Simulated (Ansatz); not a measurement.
# Slab of fcc Pd (110), 5 layers

The slab is cut from the fcc crystal, the stable phase, as relaxed on PAW files (14.18 Å³/atom), with 16 Å of vacuum and a dipole correction:

```xyz
5
Lattice="2.7166 0.0000 0.0000 0.0000 3.8419 0.0000 0.0000 0.0000 21.4333" Properties=species:S:1:pos:R:3 pbc="T T T"
Pd    0.0000    0.0000    8.0000
Pd    1.3583    1.9210    9.3583
Pd    0.0000    0.0000   10.7166
Pd    1.3583    1.9210   12.0750
Pd    0.0000    0.0000   13.4333
```

Computed with Ansatz 0.2.0; functional LDA, scalar-relativistic. Settings: a Γ-centred 13×10×1 k mesh, Fermi–Dirac smearing of 0.1 eV, no spin polarisation. Methods: LAPW: all electrons, basis error target 1 meV/atom; PAW: frozen-core files, cutoff 420 eV.

The bulk energy comes from a cell in the slab's orientation on a 13×10×13 mesh. The surface energy is (E(slab) − N·E(bulk))/2A at zero smearing, the mean of both faces; thin slabs carry quantum-size effects.

The PAW files were made under PBE.

Task: As cut, the LAPW slab lies 2.988 eV above 5 atoms of bulk. What surface energy is that?

Result: Over two faces of 10.44 Å² it is 143.1 meV/Å², and times 16.02 J/m² per eV/Å² that gives γ = 2.293 J/m².

```tsv
method	γ as cut (J/m²)	γ relaxed (J/m²)	Φ as cut (eV)	Φ relaxed (eV)
LAPW	2.293	?	5.10	5.10
```

Task: What belongs in the row "LAPW", column "γ relaxed (J/m²)"?

Result: 2.221.

Task: How do the spacings between the planes relax?

Result: From the bottom face up: d12 -10.1 % of 1.358 Å, d23 +3.1 % of 1.358 Å, d34 +3.1 % of 1.358 Å, d45 -10.1 % of 1.358 Å.

Task: A 3d core hole is made on one atom of each kind in every 1×1 cell (PAW hole dataset, neutral cell, valence without spin). What does it cost by layer?

Result: layer 1 334.71 eV, layer 2 335.08 eV, layer 3 335.24 eV. Shifts between layers mean more than the absolute values, and a whole layer of holes screens otherwise than one hole.
